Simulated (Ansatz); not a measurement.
CdTe:
```yaml
crystal:
  lattice:
    - [3.78574, 0.00000, 0.00000]
    - [0.00000, 3.78574, 0.00000]
    - [0.00000, 0.00000, 3.78574]
  atoms:
    - { symbol: Cd, position: [0.00000, 0.00000, 0.00000] }
    - { symbol: Te, position: [0.50000, 0.50000, 0.50000] }
```

Relaxed with the program Ansatz at the PBE level (PAW). Indices refer to the conventional cell of Pm-3m, a = 3.786 Å, b = 3.786 Å, c = 3.786 Å, α = 90.00°, β = 90.00°, γ = 90.00°.

Problem. Simulate the powder diffraction pattern (Cu Kα, λ = 1.54184 Å; lines above 1 %) up to 2θ = 90°.

Solution. Simulated powder pattern, Cu Kα, λ = 1.54184 Å (kinematic, ideal powder, no thermal factors, no anomalous dispersion; the 30 strongest lines at most, above 1 %, up to 2θ = 90°):

```json
[
 {"2θ (°)": "33.47", "d (Å)": "2.677", "I/Imax (%)": "100", "hkl": "(110)"},
 {"2θ (°)": "48.07", "d (Å)": "1.893", "I/Imax (%)": "18", "hkl": "(200)"},
 {"2θ (°)": "59.84", "d (Å)": "1.546", "I/Imax (%)": "36", "hkl": "(211)"},
 {"2θ (°)": "70.34", "d (Å)": "1.338", "I/Imax (%)": "11", "hkl": "(220)"},
 {"2θ (°)": "80.18", "d (Å)": "1.197", "I/Imax (%)": "15", "hkl": "(310)"},
 {"2θ (°)": "89.73", "d (Å)": "1.093", "I/Imax (%)": "4.0", "hkl": "(222)"}
]
```

The start of the workflow was typed in or built on a structure type; neither database checked (COD, Materials Project) lists it. It is not the phase usual at ambient conditions (space group No. 216). Symmetry was held in the PBE relaxation; whether a distortion lowers the energy is not shown. The volume moved by 18 % from the start of the relaxation. Spin–orbit coupling is left out wherever it is not named.

Potentials: the later of the program's two PAW sets.
